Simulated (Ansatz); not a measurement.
# Field gradients of SiC from run to run

Cell of run 1: a measured structure from the Crystallography Open Database (COD), atoms as given.

```cif
data_SiC
_symmetry_space_group_name_H-M 'Cmc2_1'
_symmetry_Int_Tables_number 36
_cell_length_a 3.0778
_cell_length_b 5.3350
_cell_length_c 15.1219
_cell_angle_alpha 90.000
_cell_angle_beta 90.000
_cell_angle_gamma 90.000
loop_
_atom_site_label
_atom_site_type_symbol
_atom_site_symmetry_multiplicity
_atom_site_Wyckoff_symbol
_atom_site_fract_x
_atom_site_fract_y
_atom_site_fract_z
Si1 Si 4 a 0.5000 0.3327 0.1420
Si3 Si 4 a 0.5000 0.9993 0.4759
Si5 Si 4 a 0.5000 0.6643 0.3088
C7 C 4 a 0.5000 0.0040 0.3497
C9 C 4 a 0.5000 0.3400 0.0183
C11 C 4 a 0.5000 0.6710 0.1832
```

One atom of each set is listed; the run and its k-mesh use a cell of 12 atoms with edges of 3.08, 3.08, 15.12 Å.

Relaxed positions (PBE, cell held):

Si1 (0.5000, 0.3333, 0.1423)
Si3 (0.5000, 0.9999, 0.4755)
Si5 (0.5000, 0.6666, 0.3088)
C7 (0.5000, 0.9998, 0.3502)
C9 (0.5000, 0.3334, 0.0173)
C11 (0.5000, 0.6666, 0.1838)

All runs are DFT with Ansatz 0.2.0 (plane waves and PAW, scalar-relativistic unless spin–orbit coupling is named, Γ-centred meshes, Fermi–Dirac smearing where given) in this cell.

Run 1: PBE, atoms as given; 420 eV, 10×10×2 k-points, smearing 0.02 eV.
Run 2: PBE, atoms relaxed; 420 eV, 10×10×2 k-points, smearing 0.02 eV.
Run 3: r2SCAN, at the relaxed atoms; 500 eV, 10×10×2 k-points, smearing 0.02 eV.

```tsv
run	Si1 V_zz (η)	Si3 V_zz (η)	Si5 V_zz (η)	C9 V_zz (η)
1	0.78 (0.48)	0.73 (0.87)	0.99 (0.92)	0.11 (0.28)
2	0.22 (0.01)	-0.056 (0.07)	0.26 (0.01)	0.065 (0.20)
3	?	?	?	?
```

V_zz in 10²¹ V/m²; 4 of the 6 sets of like atoms are followed.

Q: Estimate the row of run 3.

A: Si1: 0.21 (0.01); Si3: -0.050 (0.06); Si5: 0.28 (0.01); C9: 0.058 (0.23). It lies nearest to run 2, from whose tensors on these sites it differs by 0.02 at most (largest principal value of the difference, on Si5). Taken one at a time, the positions of the atoms (as given or relaxed) move the tensors on these sites by up to 0.98 (largest principal value of the change, on Si5), the functional (r2SCAN with its higher cutoff) by 0.02 (Si5). On some sites the largest principal value moves to another axis from run to run, and the sign of V_zz can flip with it.

In run 1 the atoms aren't at the calculated equilibrium (largest force 0.73 eV/Å).
